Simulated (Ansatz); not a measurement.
A geometry of Ga2O3 away from equilibrium: the start of the relaxation of a generated cell, Ga2O3 built in the corundum structure type. Level of theory: PBE (plane waves to 420 eV, PAW, scalar-relativistic; Ansatz, a program for electronic structure). Γ-centred k-mesh 6×6×6 on the run's cell (coarser than for final values), Fermi–Dirac smearing 0.05 eV.

```xyz
10
Lattice="2.4274 1.4015 4.4172 -2.4274 1.4015 4.4172 0.0000 -2.8029 4.4172" Properties=species:S:1:pos:R:3:forces:R:3 pbc="T T T" free_energy=-18538.957 pressure_GPa=28.6
Ga     0.0000     0.0000     4.6667    0.0000    0.0000    0.5759
Ga     0.0000     0.0000     1.9591    0.0000    0.0000   -0.5759
Ga     0.0000     0.0000     8.5849    0.0000    0.0000   -0.5759
Ga     0.0000     0.0000    11.2925    0.0000    0.0000    0.5759
O     -0.9413     1.4015     7.7301   -0.0100    0.0000    0.0000
O     -0.7430    -1.5160     7.7301    0.0050   -0.0086    0.0000
O      1.6844     0.1145     7.7301    0.0050    0.0086    0.0000
O      0.9413    -1.4015     5.5215    0.0100    0.0000    0.0000
O      0.7430     1.5160     5.5215   -0.0050    0.0086    0.0000
O     -1.6844    -0.1145     5.5215   -0.0050   -0.0086    0.0000
```

Positions in Å, forces in eV/Å, free energy of the cell in eV (comparable only within this code, potentials and settings). Largest force: 0.58 eV/Å, on Ga1, Ga2, Ga3, Ga4 (atoms numbered as listed); the geometry lies 0.09 eV/atom above the end of its relaxation.

No spin polarisation in the result.

The run could not lose the symmetry of its start.
